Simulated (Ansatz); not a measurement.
Relaxed AgCl (rock salt):

```xyz
4
Lattice="0.0000 5.5450 5.5450 2.7725 0.0000 2.7725 2.7725 2.7725 0.0000" Properties=species:S:1:pos:R:3 pbc="T T T"
Cl     0.0000     0.0000     0.0000
Cl     0.0000     2.7725     2.7725
Ag     2.7725     2.7725     2.7725
Ag     2.7725     5.5450     5.5450
```

Level of theory: r2SCAN (plane waves to 500 eV, PAW, scalar-relativistic; Ansatz, a first-principles code). k mesh 4×8×8 (Γ-centred), Fermi-Dirac smearing 0.05 eV. AgCl was relaxed with its symmetry unable to fall.

One atom of the cell was then moved (with its periodic images), all else fixed, and the forces (eV/Å) came out as:

```json
[
 {"atom": "Cl1", "Fx": "-0.548", "Fy": "0.000", "Fz": "-0.548"},
 {"atom": "Cl2", "Fx": "-0.122", "Fy": "0.000", "Fz": "-0.122"},
 {"atom": "Ag3", "Fx": "-0.008", "Fy": "-0.062", "Fz": "0.678"},
 {"atom": "Ag4", "Fx": "0.678", "Fy": "0.062", "Fz": "-0.008"}
]
```

**Question.** Which atom was moved, and by which vector (Å)?

**Answer.** Cl1, by (0.34, 0.00, 0.34), 0.49 Å in all.

(A displaced cell: forces are minus the slopes of the energy, force constants its curvatures, and phonons follow from these.)
